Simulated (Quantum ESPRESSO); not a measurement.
# Planted mistakes on one cell of Ti2NbO5F3

These are calculations, not measurements. They come from pw.x of Quantum ESPRESSO 7.5, a plane-wave density functional program, with PseudoDojo standard norm-conserving files (v0.5 for PBE, v0.4.1 for LDA and PBEsol). The cells are made up: elements, strain and atom displacements were drawn at random, and nothing was relaxed. There is no spin polarisation, spin-orbit coupling or dispersion term.

The cell has 12 sites of a fluorite lattice. Sites 1 to 4 hold empty Ti Nb Ti; sites 5 to 12 hold O O O F O F F O. Cell vectors in Å: (4.908, -0.012, 0.095); (-0.012, 4.850, -0.056); (0.095, -0.056, 5.029). Settings: PBE, cutoff 1143 eV, 5 x 5 x 4 k mesh shifted by half a step, Fermi-Dirac smearing of 0.025 eV.

The intended run has a self-consistency threshold of 1e-07 eV, a smearing term of 0.000 eV, a pressure of -4.28 GPa and 25 iterations. Each further run changes one thing: all lengths scaled by 0.9858; atoms of sites 9 and 10 exchanged; cutoff 807 eV; files of LDA; k mesh 1 x 1 x 1; one electron removed; smearing 0.35 eV; threshold 0.6 eV. A coarse mesh keeps the shift, and a charged cell sits in a uniform background.

| run | change of free energy (eV) | smearing term -TS (eV) | change of P (GPa) | largest change of a force component (eV/Å) | iterations |
| --- | --- | --- | --- | --- | --- |
| A | -8.723 | -0.010 | -20.61 | 2.036 | 24 |
| B | -0.004 | 0.000 | 8.51 | 0.448 | 23 |
| C | 1.639 | 0.000 | -16.45 | 0.058 | 23 |
| D | 8.531 | 0.000 | -12.26 | 0.325 | 21 |
| E | 0.250 | 0.000 | 2.49 | 0.155 | 10 |
| F | 0.756 | 0.000 | 0.87 | 3.743 | 24 |
| G | -0.367 | -1.054 | 1.31 | 0.869 | 17 |
| H | -2.684 | 0.000 | -4.95 | 0.842 | 23 |

A rerun of the intended cell at 1467 eV and k mesh 7 x 7 x 6 moved values by no more than 0.003 eV in the cell's energy, 0.06 GPa in stress and 0.004 eV/Å in force.

Question: which change belongs to which run?

## Worked reading

Run E has the fewest iterations, as a run stopped early does. Run G has the largest smearing term, as wide smearing gives. Run B changes the volume by a factor of 0.9580; minus its pressure change over the logarithm of that factor, 198 GPa, is a rough bulk modulus with clamped atoms. Energies from files of another functional, or of a charged cell, have another zero and say nothing on stability; the pressure of a charged cell rests on the program's zero of potential too.

## Key

| run | change |
| --- | --- |
| A | one electron removed |
| B | all lengths scaled by 0.9858 |
| C | cutoff 807 eV |
| D | files of LDA |
| E | threshold 0.6 eV |
| F | atoms of sites 9 and 10 exchanged |
| G | smearing 0.35 eV |
| H | k mesh 1 x 1 x 1 |